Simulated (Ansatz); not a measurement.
Au: from a starting cell to a relaxed one

The start is a generated trial cell of Au in the beta-Sn structure type. Cell shape, volume and atoms are optimised at zero target pressure with PBE (plane waves to 420 eV, PAW, scalar-relativistic; Ansatz, an electronic-structure program). The first steps use a coarse 13×13×13 k-mesh.

Input geometry:
```
CELL_PARAMETERS angstrom
     -2.53746     2.53746     1.38447
      2.53746    -2.53746     1.38447
      2.53746     2.53746    -1.38447
ATOMIC_POSITIONS crystal
  Au 0.75000 0.25000 0.50000
  Au 0.00000 0.00000 0.00000
```

Question: What pressure does the first self-consistent step give?

Answer: +15.9 GPa (positive: the cell is compressed).

Question: By how much does the energy per atom fall from start to end?

Answer: 0.11 eV/atom.

Question: How does the volume per atom move from start to end?

Answer: +10.6 %, from 17.83 to 19.72 Å³/atom.

Question: Write out the relaxed structure.

Answer: 
Space group I4₁/amd, origin choice 1 (No. 141); a = b = 5.353 Å, c = 2.752 Å, α = β = γ = 90.00°

```csv
atom,site,symmetry,x,y,z
Au,4a,-4m2,0.0000,0.0000,0.0000
```
(The calculation used a cell of 2 atoms; values per cell refer to that cell.)

The space group stays I4₁/amd (No. 141) (the run could not lower it); the end is AFLOW prototype A_tI4_141_a (A5, as in Sn), with 2 atoms in the primitive cell. Final values are on a 19×19×19 k-mesh of the relaxed cell. No spin polarisation in the result.

The run could not lose the symmetry of its start: the end is stationary, and may be a saddle point rather than a minimum.

All atoms sit on sites fixed by symmetry, so only the cell could relax.

The relaxed structure here is a generated cell of Au: the first start was made by placing the elements on the sites of a structure type, and the end was not matched to a known phase here, so it may be hypothetical. Known forms of Au include space group No. 225.
